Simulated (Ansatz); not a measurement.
A geometry of CdAu away from equilibrium: step 3 of the relaxation of a relaxed CdAu cell with every coordinate shifted by Gaussian noise of σ = 0.2 Å. Computed with PBEsol (plane waves to 420 eV, PAW, scalar-relativistic; Ansatz, a program for electronic structure). Γ-centred k-mesh 7×11×7 on the run's cell (coarser than for final values), Fermi–Dirac smearing 0.05 eV. The plane waves were selected for a different cell earlier on the path.

```yaml
crystal:
  lattice:
    - [4.71522, -0.01344, -0.03609]
    - [-0.00867, 3.01708, -0.00144]
    - [-0.03748, -0.00231, 4.97324]
  atoms:
    - { symbol: Cd, position: [0.25073, 0.01804, 0.34387] }
    - { symbol: Cd, position: [0.76498, 0.98229, 0.70781] }
    - { symbol: Au, position: [0.27356, 0.52318, 0.84621] }
    - { symbol: Au, position: [0.75863, 0.46449, 0.20895] }
```

### Question
Give the Cartesian forces on all atoms (eV/Å).

### Answer
```tsv
atom	Fx	Fy	Fz
Cd1	0.24	-0.21	-0.09
Cd2	0.10	0.11	0.17
Au3	-0.25	-0.21	0.04
Au4	-0.09	0.32	-0.12
```

The path ends in Pmma (No. 51) (AFLOW prototype AB_oP4_51_e_f (B19, as in CdAu)). No spin polarisation in the result.
